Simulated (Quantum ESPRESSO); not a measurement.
pw.x input (Quantum ESPRESSO 7.5; PBEsol, PseudoDojo standard norm-conserving files, scalar-relativistic):

```
&CONTROL
  calculation = 'scf'
  pseudo_dir = './pseudo'
  outdir = './out'
  tprnfor = .true.
  tstress = .true.
/
&SYSTEM
  ibrav = 0
  nat = 8
  ntyp = 2
  ecutwfc = 84.0
  ecutrho = 336.0
  occupations = 'smearing'
  smearing = 'fd'
  degauss = 0.002
  nbnd = 62
/
&ELECTRONS
  conv_thr = 8e-10
/
ATOMIC_SPECIES
O 15.9990 O.upf
Zn 65.3800 Zn.upf
CELL_PARAMETERS angstrom
  5.517570000000   0.000000000000   0.000000000000
  0.000000000000   5.517570000000   0.000000000000
  0.000000000000   0.000000000000   3.258780000000
ATOMIC_POSITIONS crystal
O   0.817250000000   0.182750000000   0.500000000000
O   0.182750000000   0.817250000000   0.500000000000
O   0.317250000000   0.317250000000   0.000000000000
O   0.682750000000   0.682750000000   0.000000000000
Zn   0.181970000000   0.181970000000   0.500000000000
Zn   0.818030000000   0.818030000000   0.500000000000
Zn   0.318030000000   0.681970000000   0.000000000000
Zn   0.681970000000   0.318030000000   0.000000000000
K_POINTS automatic
6 6 8 0 0 0
```

End of the output:

```

[...]
     the Fermi energy is     9.3752 ev
!    total energy              =   -1803.41080907 Ry
     estimated scf accuracy    <          3.2E-12 Ry
     smearing contrib. (-TS)   =      -0.00000000 Ry
     internal energy E=F+TS    =   -1803.41080907 Ry
     The total energy is F=E-TS. E is the sum of the following terms:
     one-electron contribution =   -1278.40550823 Ry
     hartree contribution      =     673.98111386 Ry
     xc contribution           =    -211.26233425 Ry
     ewald contribution        =    -987.72408046 Ry
     convergence has been achieved in  11 iterations
     Forces acting on atoms (cartesian axes, Ry/au):
     atom    1 type  1   force =     0.00072988   -0.00072988    0.00000000
     atom    2 type  1   force =    -0.00072988    0.00072988    0.00000000
     atom    3 type  1   force =     0.00072988    0.00072988    0.00000000
     atom    4 type  1   force =    -0.00072988   -0.00072988    0.00000000
     atom    5 type  2   force =    -0.00010079   -0.00010079    0.00000000
     atom    6 type  2   force =     0.00010079    0.00010079   -0.00000000
     atom    7 type  2   force =     0.00010079   -0.00010079   -0.00000000
     atom    8 type  2   force =    -0.00010079    0.00010079   -0.00000000
     Total force =     0.002084     Total SCF correction =     0.000002
     Computing stress (Cartesian axis) and pressure
          total   stress  (Ry/bohr**3)                   (kbar)     P=      -14.76
  -0.00008769   0.00000000   0.00000000          -12.90        0.00        0.00
   0.00000000  -0.00008769   0.00000000            0.00      -12.90        0.00
   0.00000000   0.00000000  -0.00012559            0.00        0.00      -18.48
```
In a gapped system the printed Fermi energy is only some level inside the gap.

Geometry of the Materials Project entry, not relaxed at this level.
